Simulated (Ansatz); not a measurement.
Relaxed SrO (rock salt):

```xyz
4
Lattice="0.0000 5.1950 5.1950 2.5975 0.0000 2.5975 2.5975 2.5975 0.0000" Properties=species:S:1:pos:R:3 pbc="T T T"
O      0.0000     0.0000     0.0000
O      2.5975     5.1950     2.5975
Sr     2.5975     2.5975     2.5975
Sr     2.5975     5.1950     5.1950
```

A phonon eigenvector at L = (0.5, 0.0, 0.0) is frozen into this cell: atom i moves by Q times the vector below, so Q is the largest atomic displacement, in Å. The cell is held. (q is in reciprocal vectors of the primitive cell; the cell shown is doubled to hold the pattern.)

| atom | x | y | z |
|---|---|---|---|
| O1 | -0.577 | 0.577 | 0.577 |
| O2 | 0.577 | -0.577 | -0.577 |

Atoms not listed stay in place.

These are PBE (plane waves to 420 eV, PAW, scalar-relativistic; Ansatz, a first-principles code) values and carry that method's errors. k mesh 11×11×11 (Γ-centred), Fermi-Dirac smearing 0.05 eV. The energy includes the smearing's −TS. SrO was relaxed with its symmetry unable to fall. ΔE is measured from the undisplaced structure.

```tsv
Q (Å)	ΔE (meV/cell)
-0.180	withheld
-0.150	225
-0.120	144
-0.090	81
-0.060	36
-0.030	9
0.000	0
0.030	9
0.060	36
0.090	81
0.120	144
0.150	225
0.180	withheld
```

Fit an even polynomial form (powers 2, 4) to the given rows and predict ΔE at Q = -0.180.

Least squares on the 11 given rows: ΔE = (10000)·Q² + (2.970e-10)·Q⁴, in meV/cell with Q in Å; root-mean-square residual 0.0 meV/cell. At -0.180 the fit gives 324 meV/cell; the calculation gives 323 meV/cell, so the extrapolation is off by 1 (+0.3 %). The quadratic term alone would give 324 meV/cell.

(A displaced cell: forces are minus the slopes of the energy, force constants its curvatures, and phonons follow from these.)
